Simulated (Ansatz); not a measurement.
NbN:
```yaml
crystal:
  lattice:
    - [0.00000, 2.19017, 2.19017]
    - [2.19017, 0.00000, 2.19017]
    - [2.19017, 2.19017, 0.00000]
  atoms:
    - { symbol: N, position: [0.00000, 0.00000, 0.00000] }
    - { symbol: Nb, position: [0.50000, 0.50000, 0.50000] }
```

Relaxed with PBEsol. Special points in fractions of this cell's reciprocal vectors: Γ (0.000, 0.000, 0.000); X (0.500, 0.000, 0.500); U (0.625, 0.250, 0.625); K (0.375, 0.375, 0.750); L (0.500, 0.500, 0.500); W (0.500, 0.250, 0.750).

Task: List the band energies nearest the Fermi level at these points for PBEsol (plane waves, PAW; program Ansatz).

Result: In eV from the Fermi level; about four levels below and three above (degenerate sets whole), none deeper than 8.9 eV; … stands for higher levels left out; points with the same levels are listed once.

```csv
k,below,above
Γ,-3.36 -3.36 -3.36 -2.06 -2.06 -2.06,…
X,-5.76 -5.16 -4.02 -4.02,1.61 2.87 2.87
U,-6.89 -6.02 -5.69 -1.95,2.05 2.21 4.18
L,-7.16 -7.16,1.52 1.52 2.03
W,-6.07 -6.07 -0.11 -0.11,2.88 3.54 …
```

Space group Fm-3m (rock salt). The cell was relaxed with PBEsol under the symmetry of its start. The run is not spin-polarised. Spin–orbit coupling is left out wherever it is not named.

Potentials: the later of the program's two PAW sets.
